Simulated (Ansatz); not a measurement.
BaMgF₄:
```
CELL_PARAMETERS angstrom
      2.07746    -7.13951     0.00000
      2.07746     7.13951     0.00000
      0.00000     0.00000     5.75341
ATOMIC_POSITIONS crystal
  Ba 0.14393 0.85607 0.25000
  Ba 0.85607 0.14393 0.75000
  Mg 0.59141 0.40859 0.75000
  Mg 0.40859 0.59141 0.25000
  F  0.68689 0.31311 0.51118
  F  0.31311 0.68689 0.48882
  F  0.31311 0.68689 0.01118
  F  0.68689 0.31311 0.98882
  F  0.50000 0.50000 0.50000
  F  0.50000 0.50000 0.00000
  F  0.08467 0.91533 0.75000
  F  0.91533 0.08467 0.25000
```

Relaxed with r²SCAN. Special points in fractions of this cell's reciprocal vectors: Γ (0.000, 0.000, 0.000); Y (-0.500, 0.500, 0.000); C0 (-0.271, 0.729, 0.000); Σ0 (0.271, 0.271, 0.000); Z (0.000, 0.000, 0.500); A0 (0.271, 0.271, 0.500); E0 (-0.271, 0.729, 0.500); T (-0.500, 0.500, 0.500); S (0.000, 0.500, 0.000); R (0.000, 0.500, 0.500).

List the band energies nearest the valence-band maximum at these points for DFT-r²SCAN with spin–orbit coupling in the program Ansatz with PAW potentials.

In eV from the valence-band maximum; about four levels below and three above (degenerate sets whole), none deeper than 8.9 eV; points with the same levels are listed once.

```json
[
 {"k": "Γ", "below": "-0.06 -0.06 0.00 0.00", "above": "8.12 8.12 9.26 9.26"},
 {"k": "Y", "below": "-0.18 -0.18 -0.11 -0.11", "above": "8.98 8.98 9.23 9.23"},
 {"k": "C0", "below": "-0.11 -0.11 -0.09 -0.09", "above": "8.88 8.88 9.49 9.49"},
 {"k": "Z", "below": "-0.15 -0.15 -0.15 -0.15", "above": "9.27 9.27 9.27 9.27"},
 {"k": "A0", "below": "-0.06 -0.06 -0.06 -0.06", "above": "9.36 9.36 9.37 9.37"},
 {"k": "T", "below": "-0.26 -0.26 -0.26 -0.26", "above": "9.17 9.17 9.17 9.17"},
 {"k": "S", "below": "-0.09 -0.09 -0.06 -0.06", "above": "8.85 8.85 9.56 9.56"},
 {"k": "R", "below": "-0.05 -0.05 -0.05 -0.05", "above": "9.36 9.36 9.36 9.36"}
]
```

Space group Cmcm. The first step of the workflow began from a Materials Project structure, measured or hypothetical; the Crystallography Open Database copy checked does not list it. COD files the formula under space group No. 36, so this cell is another polymorph or a model. Its standing as an ambient phase is unchecked. Symmetry was held in the r²SCAN relaxation; its stability against distortions is not shown here.

Potentials: the earlier of the program's two PAW sets.
